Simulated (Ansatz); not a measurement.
input.yaml (Ansatz)

```yaml
crystal:
  lattice:
    - [0.0, 2.81875954, 2.81875954]
    - [2.81875954, 0.0, 2.81875954]
    - [2.81875954, 2.81875954, 0.0]
  atoms:
    - { symbol: P, position: [0.125, 0.125, 0.125] }
    - { symbol: P, position: [0.875, 0.875, 0.875] }
hamiltonian:
  xc: blyp
  pseudopotentials:
    kind: paw
    azcp:
      P: "pseudopotentials/P.paw.azcp"
basis:
  ecutwfc: 420
  fft_grid_basis: typed
kpoints:
  mp_grid: { grid: [11, 11, 11], shift: [0, 0, 0] }
magnetization:
  spin_polarized: false
scf:
  occupations: { method: fermi_dirac, width: 0.1 }
  lower_state_search: "off"
output:
  stress: true
  write_density: true
  write_potential: true
  elf: true
  volumetric_format: npy
```

Output

```
Engine: ansatz 0.2.0, aarch64-unknown-linux-gnu
Pseudopotentials: kind: paw
Pseudopotential: P, paw, valence charge 5, recommended cutoff 420 eV (normal) 
Functional definition: BLYP
  parameter beta = 0.0042
  parameter a = 0.04918
  parameter b = 0.132
  parameter c = 0.2533
  parameter d = 0.349
  exchange = b88_x(beta = beta)
  correlation = lyp_c(a = a, b = b, c = c, d = d)
Crystal: 2 atoms, lattice volume = 44.792 Å³
Basis set: ecut = 420 eV, 893 PW (Γ), exchange–correlation on 54×54×54 points (8 copies of the dense FFT grid, shifted against one another)
Bands: 9, of which v1, the nominal top of the filled ones, is band 5 counted from 1 (4 counted from 0)
Symmetry: 48 space group operations
Space group: Fd-3m (ITA 227), of the structure as read, at distance tolerance 3.6e-5 Å
k-points: 56 of 1331
Non-local potential: P, projectors of the file, l = 0: 2, l = 1: 2, l = 2: 2
PAW form: soft (Blöchl's): semilocal exchange-correlation on the pseudo side does not see the compensation charge
PAW frozen core: P, regenerated for the run's functional, and the local potential with it (the file was generated under x = pbe(κ = 0.804, μ = 0.2195149727645171), c = pbe(β = 0.06672455060314922))
PAW one-centre angular grid: P, 110 points (default); XC on 64 Gauss nodes
Initial density: superposition of atomic densities (neutral atoms: chi_scale 0, normalization atom), corrected by the library's trained network
Initial wavefunctions: pseudopotential atomic-orbital guess
Functional: x = b88, c = lyp
SCF iter   1: F=—  HF=-1518.378776 eV  |F-HF|=—  |Δ(HF+E_count)|=         —  Δρ=8.54e-3  dr2=4.50e-2  ethr=1.77e-3  ⟨swp⟩=6.5  Hψ=4126  notcnv=0
SCF iter   2: F=—  HF=-1518.365505 eV  |F-HF|=—  |Δ(HF+E_count)|=   1.33e-2  Δρ=5.04e-3  dr2=1.79e-2  ethr=4.50e-4  ⟨swp⟩=1.3  Hψ=978  notcnv=0
SCF iter   3: F=—  HF=-1518.358992 eV  |F-HF|=—  |Δ(HF+E_count)|=   6.51e-3  Δρ=5.98e-4  dr2=8.36e-5  ethr=1.79e-4  ⟨swp⟩=2.1  Hψ=1004  notcnv=0
SCF iter   4: F=—  HF=-1518.358993 eV  |F-HF|=—  |Δ(HF+E_count)|=   4.81e-7  Δρ=8.45e-5  dr2=5.95e-6  ethr=8.36e-7  ⟨swp⟩=2.8  Hψ=906  notcnv=0
iter 5 did not close the SCF: its close was put off for the readings that it lacked (scf_convergence_deferred on its scf_iter line)
SCF iter   5: F=-1518.358992 eV  HF=-1518.358992 eV  |F-HF|=8.90e-9  |Δ(HF+E_count)|=   6.97e-7  Δρ=5.51e-6  dr2=6.62e-9  ethr=5.95e-8  ⟨swp⟩=2.4  Hψ=803  notcnv=0
SCF iter   6: F=-1518.358992 eV  HF=-1518.358992 eV  |F-HF|=4.75e-11  |Δ(HF+E_count)|=   3.19e-9  Δρ=6.55e-7  dr2=7.78e-11  ethr=6.62e-11  ⟨swp⟩=8.4  Hψ=4219  notcnv=0
SCF 1 converged in 6 iterations: F = -1518.358992 eV  dr2 = 7.78e-11
SCF converged after 6 iterations
Free energy (F): -1518.358992 eV
Harris-Foulkes:  -1518.358992 eV  (|F-HF|=4.75e-11)
Internal energy: -1518.325042 eV  (E = F + TS)
E sigma→0 (E₀):  -1518.342017 eV
Entropy (-TS):   -0.033949 eV (-16.975 meV/atom)
Fermi energy:    6.303508 eV
--- Per-component energies (eV) ---
  E_band       = 0.550987
  E_kinetic    = 136.335433
  E_local      = -151.596115  (includes V_loc(G=0)·N_el)
  E_nonlocal   = 70.641084
  E_hartree    = 37.779368
  E_xc         = -118.043266
  E_vxc        = -114.227177  (∫ρ·V_xc dr)
  E_paw        = -1149.493357  (= ΣΔE_a)
  E_vpaw       = -16.161012  (= ΣTr[D̂ρ^β])
  E_aug_tail   = 0.000007  (compensation charges beyond the density's cutoff)
  E_ewald      = -343.981018
  E_core_change = 0.032821  (= ΣΔE_core)
  E_smearing   = -0.033949  (= −TS)
  E_closure    = -0.000000  (closes the sum)
  Σ components = -1518.358992   (vs F -1518.358992, Δ=0.00e0)
--- Stress (GPa, compression-positive) ---
        1.597952      -0.000000      -0.000000
        0.000000       1.597952       0.000000
       -0.000000      -0.000000       1.597952
  P = ⅓ Tr σ = 1.5980 GPa (15.980 kbar)
--- Band table (eV; the first three rows and the last of 56) ---
  k-point 0: bands = ["-7.9370", "2.1337", "3.5653", "3.5653", "3.5653", "6.5703", "6.5703", "6.5703", "12.4706"]
  k-point 1: bands = ["-7.8514", "1.3254", "3.4529", "3.4529", "4.0440", "6.7422", "6.7422", "6.8047", "12.8080"]
  k-point 2: bands = ["-7.6004", "0.0286", "3.1999", "3.1999", "4.3104", "7.1327", "7.1327", "7.6512", "12.8412"]
  k-point 55: bands = ["-4.9751", "-4.3264", "0.7979", "1.2521", "7.0451", "8.0020", "9.1752", "9.2934", "12.7859"]
```
